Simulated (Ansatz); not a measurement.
CoPtW:
```yaml
crystal:
  lattice:
    - [2.74011, 0.00000, 0.00000]
    - [-1.37005, 2.37300, 0.00000]
    - [0.00000, 0.00000, 6.54818]
  atoms:
    - { symbol: Co, position: [0.00000, 0.00000, 0.99569] }
    - { symbol: Pt, position: [0.33333, 0.66667, 0.32727] }
    - { symbol: W, position: [0.66667, 0.33333, 0.67704] }
```
The run is spin-polarised; directions of the spins, atom by atom: ↑ 0 0.

Relaxed with r²SCAN.

**Question.** Give the Bader charges and basin volumes of the independent atoms, the program Ansatz at the r²SCAN level (PAW).

**Answer.** 

```csv
atom,Bader charge (e),Bader volume (Å³)
Co1,+0.06,11.8
Pt2,-0.52,16.4
W3,+0.46,14.4
```

Space group P3m1. The start of the workflow was typed in or built on a structure type; neither database checked (COD, Materials Project) lists it. Whether it is the stable phase at ambient conditions was not checked. The r²SCAN relaxation kept the symmetry of its start; its stability against distortions is not shown here. The final state is ferromagnetic, the only order run, not a proven ground state. Other orbital occupations within this spin state were not tried. Spin–orbit coupling is left out wherever it is not named.

Potentials: the earlier of the program's two PAW sets. The files were generated under PBE; for other functionals the program regenerates the frozen cores, and for LDA and PBEsol the local potential too.
